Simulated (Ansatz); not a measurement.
SiC (NiAs type, space group No. 194) at seven volumes, DFT-PBE in the program Ansatz with PAW potentials, shape and atoms relaxed at each. One row is withheld.

```
V (Å³/atom)  P (GPa)
-----------  -------
7.718          28.43
7.973          17.37
8.227              ?
8.482           0.00
8.736          -6.92
8.990         -12.69
9.245         -17.66
```

**Question.** Fit the shown pressures and predict the withheld one.

**Answer.** P = (3/2)B₀(x^(7/2) − x^(5/2))[1 + (3/4)(B′ − 4)(x − 1)] with x = (V₀/V)^(2/3). Least squares on the six rows gives V₀ = 8.480 Å³/atom, B₀ = 246 GPa, B′ = 4.30. At V = 8.227, x = 1.0204 and P = 7.95 GPa. The run itself gave 8.14 GPa.

Space group P6_3/mmc (NiAs type). The cell is a constructed one: a structure type filled with these elements; neither database checked (COD, Materials Project) lists it. It is not the phase usual at ambient conditions (space group No. 186, 216). The cell was relaxed with PBE under the symmetry of its start; whether a distortion lowers the energy is not shown.

Potentials: the later of the program's two PAW sets.
